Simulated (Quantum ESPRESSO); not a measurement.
# One change at a time to AlCuPtRuTi4

Calculated results; nothing here was measured. They come from Quantum ESPRESSO 7.5, a public plane-wave density functional program. Each row is one single-point run on a made-up periodic cell of eight metal atoms, with elements, volume, strain and displacements drawn at random and not relaxed, so a cell may be unstable or far from any real phase. There is no spin polarisation or spin-orbit coupling.

Settings: PBE unless stated; PseudoDojo standard norm-conserving files; Fermi-Dirac width 0.25 eV, which means electrons at about 2900 K; cutoff 1252 eV; 6 x 4 x 4 k mesh shifted half a step off Gamma. E is the free energy of the whole cell (internal energy minus TS), so a -TS column is already part of it. Stress is positive in tension, and the pressure P is minus a third of its trace.

Checks: one run of this series was repeated at a higher cutoff and on a denser mesh, which moved values by no more than 0.002 eV, 0.04 GPa and 0.003 eV/Å, and a second program with other atomic files agreed on it to 2 % rms in force and 0.5 GPa in pressure. Known limits: the copper pseudopotential is less sure than most, with forces differing by about three percent and pressure by about two GPa from a second method on plain copper; heavy elements are run without spin-orbit coupling, which real alloys of them have; a spin test at this wide smearing found no moment, but such smearing suppresses magnetism that the real alloy may have.

The lattice is face-centred cubic, and the cell vectors in Å are (-0.010, 3.918, -0.010); (-3.953, 0.021, -3.917); (-3.966, 0.000, 3.930), a volume of 121.73 Å³ in run 1. The elements on sites 1 to 8 are Ti Al Ru Ti Pt Cu Ti Ti. Each later run makes one change to run 1 and keeps the rest. E is counted from run 1, and is n/a where other atomic files have another zero of energy.

```
run                           change  V (Å³)  P (GPa)  -TS (eV)  rms force (eV/Å)  largest change of a force component (eV/Å)  E (eV)
  1                             none  121.73     5.00    -1.824             0.816                                       0.000   0.000
  2          sites 1 and 3 exchanged  121.73     5.42    -1.857             0.904                                       1.672   0.160
  3    all lengths scaled by +1.55 %  127.48    -1.84    -1.911             0.714                                       0.239  -0.052
  4              LDA in place of PBE  121.73    -5.73    -1.844             0.715                                       0.235     n/a
  5                     Ta on site 1  121.73     8.45    -1.733             0.958                                       0.557     n/a
  6  site 3 moved by -0.15 Å along y  121.73     5.73    -1.808             0.877                                       1.019       ?
```

## Worked estimate

Along the move dE = -F dx. The force on site 3 along y is 0.132 eV/Å in run 1 and 1.151 eV/Å in run 6, and the move is -0.15 Å, so the mean force times the move gives an estimate.

## Withheld value

Question: what E should run 6 give?

The estimate is 0.096 eV. The calculation gave 0.096 eV.
